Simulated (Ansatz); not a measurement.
Ti3Hg:
```
CELL_PARAMETERS angstrom
      5.16831     0.00000     0.00000
      0.00000     5.16831     0.00000
      0.00000     0.00000     5.16831
ATOMIC_POSITIONS crystal
  Ti 0.25000 0.00000 0.50000
  Ti 0.50000 0.75000 0.00000
  Ti 0.75000 0.00000 0.50000
  Ti 0.50000 0.25000 0.00000
  Ti 0.00000 0.50000 0.75000
  Ti 0.00000 0.50000 0.25000
  Hg 0.00000 0.00000 0.00000
  Hg 0.50000 0.50000 0.50000
```

Relaxed with r²SCAN. Special points in fractions of this cell's reciprocal vectors: Γ (0.000, 0.000, 0.000); X (0.000, 0.500, 0.000); M (0.500, 0.500, 0.000); R (0.500, 0.500, 0.500).

**Question.** List the band energies nearest the Fermi level at these points for r²SCAN (plane waves, PAW; program Ansatz).

**Answer.** In eV from the Fermi level; about four levels below and three above (degenerate sets whole), none deeper than 8.9 eV; points with the same levels are listed once.

```json
[
 {"k": "Γ", "below": "-1.36 -1.36 -1.00 -0.35", "above": "0.56 0.56 0.67 0.67 0.67"},
 {"k": "X", "below": "-0.69 -0.69 -0.27 -0.27", "above": "0.30 0.30 0.44 0.44"},
 {"k": "M", "below": "-0.82 -0.59 -0.36 -0.22", "above": "0.78 0.93 0.93"},
 {"k": "R", "below": "-0.25 -0.25 -0.25 -0.25 -0.25 -0.25", "above": "0.97 0.97 0.97 0.97 0.97 0.97"}
]
```

Space group Pm-3n (A15 (Cr3Si type)). The workflow started from an entry of the Crystallography Open Database (COD), which files this formula under 2 space groups. Its standing as an ambient phase is unchecked. Symmetry was held in the r²SCAN relaxation; whether a distortion lowers the energy is not shown. No spin polarisation was allowed. Scalar-relativistic: spin–orbit coupling is off unless named, which matters more the heavier the elements.

Potentials: the later of the program's two PAW sets.
